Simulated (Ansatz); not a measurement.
TaAl (L1₀ or tetragonal B2, space group No. 123), a = b = 2.835 Å, c = 4.185 Å, α = β = γ = 90.00°.

This is the PBE-relaxed structure.

Q: All from plane-wave PAW PBE (Ansatz code), unless another level is named. Estimate the formation energy from the elements (no fitted shifts).

A: -0.22 eV/atom.

Q: What about the density of states at the Fermi level?

A: 0.28 states/eV per atom (mean over ±0.08 eV).

Space group P4/mmm (L1₀ or tetragonal B2). The start of the workflow was typed in or built on a structure type; neither database checked (COD, Materials Project) lists it. Its standing as an ambient phase is unchecked. The PBE relaxation kept the symmetry of its start; whether a distortion lowers the energy is not shown. No spin polarisation was allowed. Axis ratios of metals converge slowly with the k-mesh, so a and c are less sure than the volume. The references are the lowest solids computed at this level, not always the standard phases. Spin–orbit coupling is left out wherever it is not named.

Potentials: the later of the program's two PAW sets.
